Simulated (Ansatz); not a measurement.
# Data sheet: LuBi (DFT)

LuBi:
```
CELL_PARAMETERS angstrom
      0.00000     3.06664     3.06664
      3.06664     0.00000     3.06664
      3.06664     3.06664     0.00000
ATOMIC_POSITIONS crystal
  Lu 0.50000 0.50000 0.50000
  Bi 0.00000 0.00000 0.00000
```

Space group Fm-3m (No. 225), rock salt; conventional cell a = 6.1333 Å, b = 6.1333 Å, c = 6.1333 Å, α = 90.00°, β = 90.00°, γ = 90.00°.

Method: PBEsol (plane waves, PAW; program Ansatz). The cell and atoms are relaxed at this level. Other levels are named where they apply.

### Cell and energy

Volume per atom: 28.84 Å³
Density: 11.05 g/cm³
Formation energy from the elements (no fitted shifts): -0.76 eV/atom

### Electronic structure

- Electronic character: metallic (no gap)
- Density of states at the Fermi level: 0.15 states/eV per atom (mean over ±0.08 eV)
- Gap with spin–orbit coupling: none (metallic)

### Mechanics

- Bulk modulus (Birch–Murnaghan fit): 61.1 GPa
- Pressure derivative B′: 4.1
- Elastic constants (relaxed ions, GPa): C11 = 150, C12 = 16.4, C44 = 22.7
- Mechanical stability: stable (all eigenvalues of C positive)
- Hill bulk and shear moduli: 60.9 and 35.6 GPa
- Young's modulus: 89.3 GPa
- Poisson's ratio: 0.26
- Debye temperature from the elastic constants: 193 K

### Phonons

- Highest zone-centre frequency = 120 cm^-1
- Zone-centre stability = no imaginary mode at Γ

The first step of the workflow began from a Materials Project structure, measured or hypothetical; the Crystallography Open Database copy checked does not list it. With Lu and Bi taken as one species the cell has the higher symmetry Pm-3m, so it may be an ordered model of a mixed-site phase. Its standing as an ambient phase is unchecked. The cell was relaxed with PBEsol under the symmetry of its start. As this level gives no gap, shear constants depend on the k-mesh and smearing (Fermi–Dirac, 0.1 eV here). As this level gives no gap, phonon frequencies hold no LO–TO term and depend on the k-mesh and smearing (Fermi–Dirac, 0.1 eV here). The references are the lowest solids computed at this level, not always the standard phases. Spin–orbit coupling is left out wherever it is not named.

Potentials: the later of the program's two PAW sets.
